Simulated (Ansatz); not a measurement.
Input and command of a calculation in Ansatz (plane waves; scalar-relativistic PAW potentials unless the input names others):

```yaml
crystal:
  lattice:
    - [0.0, 2.0543397, 2.0543397]
    - [2.0543397, 0.0, 2.0543397]
    - [2.0543397, 2.0543397, 0.0]
  atoms:
    - { symbol: Al, position: [0.0, 0.0, 0.0] }
basis:
  ecutwfc: 500
kpoints:
  mp_grid: { grid: [20, 20, 20] }
hamiltonian:
  xc: r2scan
scf:
  max_iter: 75
output:
  forces: true
  eigenvalues: true
  stress: true
```

```bash
ansatz run input.yaml --threads 1 --pin off --max-ram 2560MiB --backend cpu --events-out ev --progress --plain --runs-dir out
```

**Question.** What is wrong with this input?

**Answer.** The program refuses it, because of no occupation method (scf.occupations: {"method": "gaussian", "width": 0.15} → not typed). With the sound run's settings it is accepted.

Abridged log:
```
Error: YAML parse error: `scf.occupations.method` is required: fixed only where the cell keeps a band gap throughout the run, explicit beside scf.occupations.values (under evaluate: without them), else a smearing such as fermi_dirac (scf.occupations.width is optional; its entry in the input reference gives the default)
```